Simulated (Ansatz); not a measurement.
Relaxed ZnS (wurtzite):

```xyz
4
Lattice="3.8061 0.0000 0.0000 -1.9031 3.2962 0.0000 0.0000 0.0000 6.2447" Properties=species:S:1:pos:R:3 pbc="T T T"
Zn     1.9031     1.0987     6.2432
Zn     0.0000     2.1975     3.1208
S      1.9031     1.0987     3.9058
S      0.0000     2.1975     0.7834
```

Scan: atom 3 (S, nearest neighbour Zn at 2.333 Å; its periodic images, 3.8 Å or more away, move with it) is displaced along Cartesian z, direction (0.000, 0.000, 1.000) in Cartesian axes, by s. The other atoms stay.

Calculation: r2SCAN (plane waves to 500 eV, PAW, scalar-relativistic; Ansatz, a quantum-chemistry and plane-wave program). k mesh 8×8×5 (Γ-centred), Fermi-Dirac smearing 0.05 eV. Energies are smeared free energies. ZnS was relaxed with its symmetry unable to fall. The zero of ΔE is the undisplaced structure.

```tsv
s (Å)	ΔE (meV/cell)
-0.230	204
-0.184	136
-0.138	80
-0.092	37
-0.046	10
0.000	0
0.046	11
0.092	44
0.138	105
0.184	196
0.230	withheld
```

Problem. Fit a polynomial form (powers 2, 3, 4) to the given rows and predict ΔE at s = 0.230.

Solution. Least squares on the 10 given rows: ΔE = (4792)·s² + (4809)·s³ + (3228)·s⁴, in meV/cell with s in Å; root-mean-square residual 0.2 meV/cell. At 0.230 the fit gives 321 meV/cell; the calculation gives 322 meV/cell, so the extrapolation is off by -1 (-0.3 %). The quadratic term alone would give 253 meV/cell.

(For displaced atoms, the force is minus the slope of the energy, and its curvature is a force constant, which sets phonon frequencies.)
